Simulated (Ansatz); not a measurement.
## Band table of ZrIn3

```yaml
crystal:
  lattice:
    - [-2.11145, 2.11145, 4.88445]
    - [2.11145, -2.11145, 4.88445]
    - [2.11145, 2.11145, -4.88445]
  atoms:
    - { symbol: Zr, position: [0.00000, 0.00000, 0.00000] }
    - { symbol: In, position: [0.25000, 0.75000, 0.50000] }
    - { symbol: In, position: [0.75000, 0.25000, 0.50000] }
    - { symbol: In, position: [0.50000, 0.50000, 0.00000] }
```

The cell comes from a relaxation on PAW files under the same functional, begun from a database entry that needn't be the ground state.

All numbers are PBEsol results (scalar-relativistic) from Ansatz 0.2.0, with a Γ-centred 12×12×12 k mesh, Fermi–Dirac smearing of 0.05 eV, no spin polarisation. Methods: LAPW: all electrons, basis error target 0.5 meV/atom.

Path points, in fractions of the reciprocal vectors: Γ (0.000, 0.000, 0.000), X (0.000, 0.000, 0.500), P (0.250, 0.250, 0.250), N (0.000, 0.500, 0.000), M (0.500, 0.500, -0.500), S (0.297, 0.703, -0.297), S0 (-0.297, 0.297, 0.297). The distance column jumps between branches of the path. Levels in eV from the Fermi level; bands 25 to 53, counted from the lowest band of the run. The gap is zero, the pressure 0.03 GPa.

```
# k(1/Å) point b25 b26 b27 b28 b29 b30 b31 b32 b33 b34 b35 b36 b37 b38 b39 b40 b41 b42 b43 b44 b45 b46 b47 b48 b49 b50 b51 b52 b53
0.000 Γ -14.87 -14.64 -14.59 -14.42 -14.42 -14.36 -14.36 -14.31 -14.28 -14.26 -14.07 -14.04 -14.04 -14.01 -13.76 -9.84 -3.68 -2.64 -1.23 -1.23 -1.15 0.12 1.50 1.99 1.99 3.57 3.71 3.93 3.93
0.150 - -14.85 -14.62 -14.57 -14.43 -14.41 -14.36 -14.36 -14.30 -14.27 -14.26 -14.09 -14.05 -14.03 -14.02 -13.79 -9.74 -3.61 -2.70 -1.86 -1.27 -1.17 0.62 0.86 2.12 2.44 3.01 3.51 4.02 4.85
0.301 - -14.79 -14.58 -14.53 -14.45 -14.38 -14.37 -14.37 -14.29 -14.24 -14.24 -14.12 -14.09 -14.06 -14.05 -13.86 -9.45 -3.43 -2.84 -2.72 -1.54 -1.07 -0.50 1.95 2.39 2.51 2.73 3.26 4.42 5.47
0.451 - -14.73 -14.52 -14.51 -14.41 -14.37 -14.37 -14.34 -14.27 -14.22 -14.20 -14.20 -14.14 -14.10 -14.08 -13.90 -8.96 -3.44 -3.30 -3.00 -1.83 -1.31 -1.04 2.38 2.53 2.58 2.67 2.94 4.36 5.43
0.601 - -14.69 -14.54 -14.46 -14.39 -14.38 -14.34 -14.33 -14.31 -14.26 -14.20 -14.18 -14.17 -14.12 -14.10 -13.91 -8.30 -4.00 -3.53 -3.16 -2.08 -1.48 -1.07 1.49 2.48 2.56 2.96 3.12 3.84 7.02
0.751 - -14.65 -14.57 -14.48 -14.45 -14.40 -14.38 -14.30 -14.28 -14.22 -14.21 -14.19 -14.14 -14.11 -14.08 -13.91 -7.50 -4.38 -4.06 -3.31 -2.25 -1.52 -1.09 0.87 2.33 2.88 3.07 3.24 3.58 7.02
0.902 - -14.63 -14.59 -14.58 -14.46 -14.41 -14.38 -14.32 -14.26 -14.24 -14.21 -14.17 -14.11 -14.07 -14.04 -13.91 -6.63 -4.65 -4.60 -3.42 -2.35 -2.01 -1.09 1.33 2.21 2.99 3.11 3.12 3.54 5.86
1.052 X -14.62 -14.62 -14.60 -14.47 -14.41 -14.38 -14.32 -14.26 -14.26 -14.21 -14.16 -14.11 -14.04 -14.02 -13.91 -6.06 -5.08 -4.67 -3.46 -2.38 -2.30 -1.08 2.16 2.17 2.33 3.14 3.19 3.55 5.41
1.098 - -14.62 -14.62 -14.60 -14.47 -14.41 -14.38 -14.32 -14.26 -14.26 -14.21 -14.17 -14.11 -14.03 -14.02 -13.91 -6.06 -5.08 -4.68 -3.49 -2.37 -2.25 -1.09 2.16 2.19 2.32 3.00 3.13 3.71 5.47
1.144 - -14.62 -14.62 -14.60 -14.48 -14.41 -14.38 -14.31 -14.25 -14.25 -14.21 -14.17 -14.11 -14.03 -14.02 -13.92 -6.05 -5.07 -4.70 -3.58 -2.32 -2.12 -1.15 2.16 2.24 2.29 2.71 3.10 3.91 5.67
1.190 - -14.62 -14.62 -14.59 -14.49 -14.40 -14.38 -14.31 -14.25 -14.25 -14.21 -14.18 -14.11 -14.02 -14.01 -13.92 -6.04 -5.05 -4.73 -3.69 -2.25 -1.94 -1.24 2.16 2.16 2.31 2.50 3.06 4.04 5.97
1.236 - -14.62 -14.62 -14.58 -14.50 -14.40 -14.38 -14.30 -14.25 -14.25 -14.21 -14.20 -14.11 -14.02 -14.00 -13.93 -6.02 -5.02 -4.77 -3.79 -2.15 -1.75 -1.36 1.92 2.16 2.41 2.43 3.00 4.13 6.35
1.282 - -14.62 -14.62 -14.57 -14.52 -14.40 -14.38 -14.29 -14.25 -14.24 -14.22 -14.21 -14.11 -14.02 -13.99 -13.94 -6.01 -4.99 -4.81 -3.88 -2.04 -1.58 -1.49 1.68 2.16 2.41 2.52 2.92 4.18 6.78
1.328 - -14.62 -14.62 -14.56 -14.53 -14.39 -14.39 -14.28 -14.25 -14.24 -14.22 -14.22 -14.11 -14.02 -13.97 -13.95 -6.00 -4.95 -4.86 -3.93 -1.91 -1.63 -1.46 1.52 2.16 2.41 2.63 2.84 4.20 7.02
1.374 P -14.62 -14.62 -14.55 -14.54 -14.39 -14.39 -14.28 -14.25 -14.23 -14.23 -14.22 -14.11 -14.02 -13.96 -13.96 -6.00 -4.91 -4.91 -3.95 -1.77 -1.77 -1.42 1.46 2.16 2.41 2.74 2.74 4.21 7.17
1.480 - -14.61 -14.61 -14.55 -14.54 -14.39 -14.39 -14.28 -14.26 -14.24 -14.23 -14.21 -14.11 -14.03 -13.97 -13.96 -6.14 -5.22 -4.74 -3.57 -1.88 -1.83 -1.28 1.47 2.11 2.28 2.68 3.08 4.32 6.75
1.586 - -14.59 -14.59 -14.54 -14.53 -14.39 -14.38 -14.27 -14.27 -14.25 -14.24 -14.19 -14.11 -14.05 -13.98 -13.97 -6.41 -5.72 -4.40 -2.94 -2.09 -1.87 -0.98 1.30 2.12 2.34 2.57 3.63 4.62 6.08
1.693 - -14.56 -14.56 -14.52 -14.52 -14.39 -14.36 -14.29 -14.27 -14.25 -14.25 -14.18 -14.12 -14.09 -14.00 -13.99 -6.69 -6.16 -4.06 -2.76 -1.83 -1.82 -0.61 1.06 2.05 2.46 2.62 4.26 4.97 5.49
1.799 - -14.53 -14.52 -14.51 -14.49 -14.38 -14.35 -14.31 -14.28 -14.26 -14.25 -14.17 -14.14 -14.13 -14.02 -14.01 -6.93 -6.52 -3.78 -3.02 -1.67 -1.12 -0.22 0.95 1.98 2.42 2.86 4.68 4.90 5.67
1.905 - -14.52 -14.51 -14.46 -14.44 -14.37 -14.32 -14.32 -14.30 -14.27 -14.26 -14.19 -14.18 -14.15 -14.04 -14.03 -7.10 -6.79 -3.60 -3.27 -1.46 -0.59 0.15 1.20 1.91 2.46 3.02 4.23 5.05 5.92
2.011 - -14.51 -14.50 -14.41 -14.39 -14.34 -14.33 -14.32 -14.30 -14.28 -14.26 -14.23 -14.21 -14.16 -14.06 -14.03 -7.21 -6.95 -3.51 -3.43 -1.28 -0.39 0.44 1.74 2.03 2.53 3.08 4.01 4.28 5.30
2.118 N -14.51 -14.50 -14.38 -14.36 -14.34 -14.33 -14.32 -14.31 -14.29 -14.26 -14.26 -14.23 -14.16 -14.06 -14.03 -7.24 -7.01 -3.48 -3.48 -1.21 -0.36 0.55 1.79 2.55 2.65 2.99 3.65 4.03 4.93
2.233 - -14.52 -14.51 -14.47 -14.38 -14.34 -14.33 -14.29 -14.29 -14.28 -14.26 -14.22 -14.21 -14.15 -14.07 -14.03 -7.82 -6.37 -3.66 -3.19 -1.16 -0.43 0.42 1.65 2.53 2.77 3.02 3.32 4.69 5.02
2.349 - -14.60 -14.54 -14.48 -14.43 -14.38 -14.33 -14.30 -14.28 -14.26 -14.23 -14.19 -14.13 -14.12 -14.07 -14.02 -8.42 -5.60 -3.72 -2.81 -1.02 -0.63 0.15 1.39 2.29 3.01 3.10 3.33 5.30 5.55
2.465 - -14.69 -14.56 -14.48 -14.47 -14.42 -14.33 -14.31 -14.28 -14.27 -14.20 -14.16 -14.10 -14.07 -14.06 -13.97 -8.92 -4.88 -3.62 -2.38 -0.95 -0.87 -0.06 1.17 2.17 2.86 3.23 3.59 5.35 5.37
2.581 - -14.77 -14.59 -14.52 -14.46 -14.45 -14.33 -14.32 -14.28 -14.28 -14.22 -14.13 -14.06 -14.06 -14.05 -13.89 -9.32 -4.33 -3.25 -2.03 -1.26 -0.90 0.06 1.11 2.11 2.52 3.34 3.67 4.59 5.29
2.697 - -14.82 -14.62 -14.55 -14.44 -14.44 -14.34 -14.34 -14.30 -14.28 -14.24 -14.10 -14.05 -14.04 -14.03 -13.82 -9.61 -4.00 -2.69 -1.97 -1.30 -1.06 0.47 1.15 1.62 2.71 3.13 3.65 4.05 5.16
2.812 - -14.86 -14.64 -14.58 -14.43 -14.43 -14.35 -14.35 -14.31 -14.28 -14.26 -14.08 -14.04 -14.04 -14.02 -13.78 -9.78 -3.78 -2.56 -1.62 -1.20 -1.18 0.56 1.03 1.79 2.51 3.15 3.63 3.93 4.54
2.928 Γ -14.87 -14.64 -14.59 -14.42 -14.42 -14.36 -14.36 -14.31 -14.28 -14.26 -14.07 -14.04 -14.04 -14.01 -13.76 -9.84 -3.68 -2.64 -1.23 -1.23 -1.15 0.12 1.50 1.99 1.99 3.57 3.71 3.93 3.93
3.020 - -14.87 -14.65 -14.58 -14.45 -14.45 -14.33 -14.33 -14.31 -14.29 -14.26 -14.06 -14.04 -14.04 -14.01 -13.76 -9.81 -4.10 -2.24 -1.23 -1.22 -1.22 0.26 1.50 1.96 1.96 3.23 3.93 3.93 4.09
3.112 - -14.87 -14.67 -14.56 -14.50 -14.50 -14.32 -14.31 -14.28 -14.28 -14.26 -14.04 -14.03 -14.03 -14.01 -13.76 -9.70 -4.78 -1.58 -1.40 -1.20 -1.20 0.60 1.50 1.86 1.86 2.95 3.96 3.96 4.43
3.204 - -14.86 -14.68 -14.55 -14.54 -14.54 -14.35 -14.32 -14.25 -14.24 -14.24 -14.03 -14.03 -14.03 -14.00 -13.76 -9.52 -5.48 -1.58 -1.16 -1.16 -0.99 1.07 1.49 1.69 1.69 2.87 4.06 4.06 4.60
3.296 - -14.86 -14.70 -14.58 -14.58 -14.53 -14.37 -14.32 -14.25 -14.20 -14.20 -14.03 -14.03 -14.02 -13.98 -13.76 -9.27 -6.15 -1.73 -1.12 -1.12 -0.55 1.48 1.48 1.49 1.62 3.05 4.24 4.24 4.67
3.388 - -14.86 -14.72 -14.61 -14.61 -14.52 -14.40 -14.32 -14.24 -14.17 -14.17 -14.03 -14.03 -14.02 -13.96 -13.76 -8.97 -6.77 -1.84 -1.06 -1.06 -0.30 1.28 1.28 1.49 2.21 3.48 4.46 4.46 4.72
3.479 - -14.86 -14.73 -14.63 -14.63 -14.51 -14.41 -14.33 -14.24 -14.14 -14.14 -14.04 -14.04 -14.02 -13.95 -13.76 -8.64 -7.28 -1.91 -1.02 -1.02 -0.19 1.14 1.14 1.49 2.80 3.99 4.64 4.64 4.75
3.571 M -14.85 -14.73 -14.63 -14.63 -14.51 -14.42 -14.33 -14.24 -14.14 -14.14 -14.04 -14.04 -14.02 -13.95 -13.76 -8.45 -7.53 -1.93 -1.00 -1.00 -0.16 1.09 1.09 1.48 3.13 4.23 4.40 4.71 4.71
3.658 - -14.85 -14.72 -14.63 -14.63 -14.51 -14.41 -14.33 -14.24 -14.14 -14.14 -14.05 -14.04 -14.01 -13.95 -13.77 -8.42 -7.50 -2.22 -1.00 -0.95 0.01 1.02 1.08 1.46 3.08 4.21 4.45 4.77 4.82
3.744 - -14.83 -14.71 -14.62 -14.62 -14.49 -14.41 -14.32 -14.24 -14.14 -14.14 -14.07 -14.04 -14.02 -13.96 -13.80 -8.34 -7.40 -2.84 -1.00 -0.85 0.34 0.84 1.07 1.41 2.78 4.38 4.57 4.84 4.95
3.831 - -14.79 -14.68 -14.61 -14.60 -14.47 -14.40 -14.32 -14.25 -14.15 -14.15 -14.09 -14.04 -14.03 -13.97 -13.86 -8.21 -7.23 -3.54 -1.02 -0.74 0.58 0.66 1.04 1.40 2.26 4.51 4.62 4.98 5.42
3.917 - -14.74 -14.64 -14.59 -14.58 -14.44 -14.39 -14.31 -14.26 -14.16 -14.15 -14.12 -14.04 -14.04 -13.99 -13.92 -8.02 -7.00 -4.26 -1.06 -0.61 0.29 0.95 0.99 1.48 1.71 4.24 4.75 5.25 6.24
4.003 - -14.68 -14.59 -14.56 -14.54 -14.41 -14.38 -14.31 -14.27 -14.17 -14.15 -14.15 -14.07 -14.04 -14.02 -14.01 -7.77 -6.75 -4.92 -1.12 -0.53 -0.01 0.92 1.09 1.36 1.67 3.87 4.81 5.57 5.84
4.090 - -14.62 -14.55 -14.53 -14.51 -14.38 -14.37 -14.31 -14.28 -14.19 -14.18 -14.16 -14.10 -14.09 -14.04 -14.04 -7.48 -6.57 -5.42 -1.17 -0.59 -0.30 0.82 0.92 1.51 1.97 3.46 4.82 5.35 5.92
4.176 S -14.56 -14.50 -14.48 -14.48 -14.38 -14.34 -14.32 -14.29 -14.22 -14.21 -14.17 -14.16 -14.12 -14.07 -14.04 -7.12 -6.75 -5.47 -1.21 -0.87 -0.59 0.67 0.98 1.70 2.36 3.07 4.74 4.94 6.04
4.877 S0 -14.56 -14.50 -14.48 -14.48 -14.38 -14.34 -14.32 -14.29 -14.22 -14.21 -14.17 -14.16 -14.12 -14.07 -14.04 -7.12 -6.75 -5.47 -1.21 -0.87 -0.59 0.67 0.98 1.70 2.36 3.07 4.74 4.94 6.04
5.003 - -14.51 -14.47 -14.44 -14.37 -14.36 -14.35 -14.31 -14.31 -14.30 -14.26 -14.20 -14.17 -14.15 -14.11 -14.04 -7.44 -6.51 -4.93 -1.45 -1.17 -0.98 0.39 1.40 1.84 2.61 3.06 4.49 4.57 5.28
5.129 - -14.50 -14.47 -14.46 -14.44 -14.34 -14.34 -14.30 -14.29 -14.26 -14.23 -14.22 -14.16 -14.14 -14.14 -14.03 -8.14 -5.79 -4.21 -1.99 -1.34 -1.02 0.03 1.73 1.97 2.31 3.88 4.21 4.43 4.57
5.255 - -14.62 -14.49 -14.49 -14.43 -14.39 -14.36 -14.32 -14.27 -14.25 -14.21 -14.17 -14.13 -14.11 -14.11 -14.01 -8.74 -4.97 -3.54 -2.33 -1.66 -0.73 -0.35 1.48 2.18 2.55 3.56 4.05 4.75 4.83
5.381 - -14.73 -14.55 -14.52 -14.42 -14.40 -14.39 -14.34 -14.27 -14.26 -14.20 -14.16 -14.08 -14.08 -14.06 -13.94 -9.22 -4.08 -3.34 -2.11 -1.91 -0.70 -0.31 1.30 2.16 2.76 3.04 3.97 4.55 5.28
5.508 - -14.81 -14.60 -14.55 -14.42 -14.40 -14.38 -14.35 -14.29 -14.27 -14.23 -14.12 -14.05 -14.05 -14.04 -13.85 -9.56 -3.49 -3.21 -2.02 -1.58 -0.98 0.25 1.37 1.57 2.70 3.37 3.59 3.94 5.77
5.634 - -14.85 -14.63 -14.58 -14.42 -14.41 -14.37 -14.36 -14.31 -14.28 -14.26 -14.09 -14.04 -14.04 -14.02 -13.78 -9.77 -3.63 -2.71 -1.69 -1.25 -1.17 0.68 0.92 1.73 2.66 3.14 3.53 3.93 4.71
5.760 Γ -14.87 -14.64 -14.59 -14.42 -14.42 -14.36 -14.36 -14.31 -14.28 -14.26 -14.07 -14.04 -14.04 -14.01 -13.76 -9.84 -3.68 -2.64 -1.23 -1.23 -1.15 0.12 1.50 1.99 1.99 3.57 3.71 3.93 3.93
```
